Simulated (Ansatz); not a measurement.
PbBrF (space group P4/nmm)

```
PbBrF
1.0
    4.10128     0.00000     0.00000
    0.00000     4.10128     0.00000
    0.00000     0.00000     7.38339
Pb Br F
2 2 2
Cartesian
  0.00000   2.05064   5.94347
  2.05064   0.00000   1.43991
  2.05064   0.00000   4.77162
  0.00000   2.05064   2.61177
  2.05064   2.05064   0.00000
  0.00000   0.00000   0.00000
```

The slice is a (010) plane (indices of the conventional cell) through the point (0.500, 0.000, 0.646) (fractional), spanned by u = [100] and v = [001] in vectors of this cell: u (4.10 Å) and v (7.38 Å, at 90° to u). It covers one period; positions are fractions (u, v).

The numbers are results of LDA (plane waves to 420 eV, PAW, scalar-relativistic; Ansatz, a quantum-chemistry and plane-wave program), not measurements. k mesh 8×8×5. Inside the PAW spheres the values are not all-electron values, and peaks at nuclei hang on which shells count as valence. PbBrF was relaxed with its symmetry unable to fall. Spin-orbit coupling is left out, though Pb is heavy.

Three fields on this plane, each scaled to ten steps between its own extremes (0 low, 9 high; the total valence density on a logarithmic scale, the potential cut 8 eV below its top; x marks points blanked near nuclei; v = 0 in the bottom row):

Map A
```
|xxxxx962000269xxxx|
|xxxx98620002689xxx|
|xxxx97410001479xxx|
|xx997520000025799x|
|998752000000025789|
|654310000000001345|
|111000000000000011|
|111000000000000011|
|332210000000001223|
|444321000000012344|
|xxx4321000001234xx|
|xxxx43100000134xxx|
|xxxxx320000023xxxx|
|xxxxx320000023xxxx|
|xxxxx310000013xxxx|
|xxxxx201232102xxxx|
|xxxx311xxxxx113xxx|
|xxx311xxxxxxx113xx|
|44311xxxxxxxxx1134|
|32101xxxxxxxxx1012|
|11001xxxxxxxxx1001|
|00001xxxxxxxxx1000|
|000003xxxxxxx30000|
|0000014xxxxx410000|
|321000124x42100012|
|765310000100001356|
|988741000000014788|
|xx997410000014799x|
|xxxx97310001379xxx|
|xxxx98520002589xxx|
|xxxxx962000269xxxx|
|xxxxx973000379xxxx|
```

Map B
```
|xxxxx863212368xxxx|
|xxxx97531013579xxx|
|xxxx86420002468xxx|
|xx986531000135689x|
|887653210001235678|
|665432100000123456|
|544321100000112344|
|554322111111122345|
|776543211111234567|
|998754322122345789|
|xxx9754222224579xx|
|xxxx97432223479xxx|
|xxxxx753222357xxxx|
|xxxxx853222358xxxx|
|xxxxx864333468xxxx|
|xxxxx865666568xxxx|
|xxxx977xxxxx779xxx|
|xxx977xxxxxxx779xx|
|99876xxxxxxxxx6789|
|66556xxxxxxxxx6556|
|33345xxxxxxxxx5433|
|11225xxxxxxxxx5221|
|111236xxxxxxx63211|
|1112346xxxxx643211|
|333223467x76432233|
|655433334443333455|
|887654332223345678|
|xx987543222345789x|
|xxxx86532223568xxx|
|xxxx97532223579xxx|
|xxxxx864212468xxxx|
|xxxxx864212468xxxx|
```

Map C
```
|xxxxx378999873xxxx|
|xxxx04799999740xxx|
|xxxx36899999863xxx|
|xx036899999998630x|
|335689999999998653|
|667789999999998776|
|667788999999988776|
|445678899999887654|
|001356788988765310|
|000025678887652000|
|xxx0025788875200xx|
|xxxx00467776400xxx|
|xxxxx025777520xxxx|
|xxxxx025777520xxxx|
|xxxxx025777520xxxx|
|xxxxx036777630xxxx|
|xxxx004xxxxx400xxx|
|xxx003xxxxxxx300xx|
|00002xxxxxxxxx2000|
|00145xxxxxxxxx5410|
|44567xxxxxxxxx7654|
|67788xxxxxxxxx8877|
|888888xxxxxxx88888|
|8889998xxxxx899988|
|888999887x78899988|
|777888888888888877|
|335678887778887653|
|xx035777777777530x|
|xxxx26777777762xxx|
|xxxx04788888740xxx|
|xxxxx368888863xxxx|
|xxxxx268888862xxxx|
```

Question: Assign the maps to these fields: electron localisation function (ELF); valence electron density; electrostatic potential energy of an electron, from the cell's mean.

Answer: A is the electron localisation function (ELF); B is the valence electron density; C is the electrostatic potential energy of an electron, from the cell's mean.
